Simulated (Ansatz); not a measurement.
BaF₂ (fluorite)

```
CELL_PARAMETERS angstrom
      0.00000     3.09737     3.09737
      3.09737     0.00000     3.09737
      3.09737     3.09737     0.00000
ATOMIC_POSITIONS crystal
  Ba 0.00000 0.00000 0.00000
  F  0.25000 0.25000 0.25000
  F  0.75000 0.75000 0.75000
```

Equation-of-state scan: isotropic scaling of the cell above, V₀ being its volume. Symmetry pins the atoms to their sites.

Method: r2SCAN (plane waves to 500 eV, PAW, scalar-relativistic; Ansatz, a first-principles code). k mesh 9×9×9 (Γ-centred), Fermi-Dirac smearing 0.05 eV. Stress and pressure are positive under compression. BaF2 was relaxed with its symmetry unable to fall.

At one point of the scan the stress tensor (GPa) is:

```
   1.57     0.00     0.00
   0.00     1.57     0.00
   0.00     0.00     1.57
```

Task: Which point is it?
(A) V/V₀ = 0.964
(B) V/V₀ = 0.976
(C) V/V₀ = 0.940
(D) V/V₀ = 0.952

Result: B, V/V₀ = 0.976

(A scan under strain: stresses follow from slopes of the energy per volume, elastic moduli from its curvatures.)
